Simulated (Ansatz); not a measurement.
CuI (zinc blende, space group No. 216), DFT-PBE in the program Ansatz with PAW potentials. The conduction-band minimum lies at Γ, with 1 equivalent valley. Second derivatives d²E/dk² of the lowest band at one valley (eV·Å²), along Cartesian directions:

| direction | d²E/dk² |
|---|---|
| [100] | 50.83 |
| [010] | 50.83 |
| [001] | 50.83 |
| [110] | 50.78 |
| [101] | 50.78 |
| [011] | 50.78 |

**Question.** Find the principal effective masses, the density-of-states mass and the conductivity mass.

**Answer.** Off-diagonal terms follow from H_xy = H[110] − (H_xx + H_yy)/2, and m*/mₑ = 7.620 eV·Å² over each eigenvalue: 0.15, 0.15, 0.15. One valley's DOS mass (m₁m₂m₃)^(1/3) = 0.15, conductivity mass 3/(Σ 1/mᵢ) = 0.15 mₑ.

**Question.** What effective density of states Nc follows at 300 K for parabolic valleys?

**Answer.** Nc = 2.509e19 × 1 × (0.15)^(3/2) ≈ 1.5e18 cm⁻³.

Space group F-43m (zinc blende). Symmetry was held in the PBE relaxation. The run is not spin-polarised. Spin–orbit coupling is left out wherever it is not named.

Potentials: the earlier of the program's two PAW sets.

Edges and masses are those of Kohn–Sham bands, whose gap is no quasiparticle gap.
